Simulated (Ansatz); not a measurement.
Values for one crystal, relaxed and computed with DFT-r²SCAN in the program Ansatz with PAW potentials; other levels are named.

| Item | Value |
|---|---|
| Volume per atom | 19.14 Å³ |
| Electronic character | metallic (no gap) |
| Density of states at the Fermi level | 0.31 states/eV per atom (mean over ±0.08 eV) |
| Formation energy from the elements (no fitted shifts) | -1.22 eV/atom |

Task: Which compound is it?
A) ZrCuGe, Pnma (Zr on 4c, Cu on 4c, Ge on 4c)
B) ZrCuGe2, P4/nmm (Zr on 2c, Cu on 2b, Ge on 2a, Ge on 2c)
C) Zr5Sb3S, P6_3/mcm (Zr on 4d, Zr on 6g, Sb on 6g, S on 2b)
D) Zr4O, R-3 (Zr on 18f, Zr on 18f, O on 3b, O on 6c)

Result: D, Zr4O, R-3 (Zr on 18f, Zr on 18f, O on 3b, O on 6c)

The first step of the workflow began from a Materials Project structure, measured or hypothetical; the Crystallography Open Database copy checked does not list it. Whether it is the stable phase at ambient conditions was not checked. The r²SCAN relaxation kept the symmetry of its start; its stability against distortions is not shown here. No spin polarisation was allowed. The references are the lowest solids computed at this level, not always the standard phases (solids in place of the gases). Spin–orbit coupling is left out wherever it is not named.

Potentials: the earlier of the program's two PAW sets.
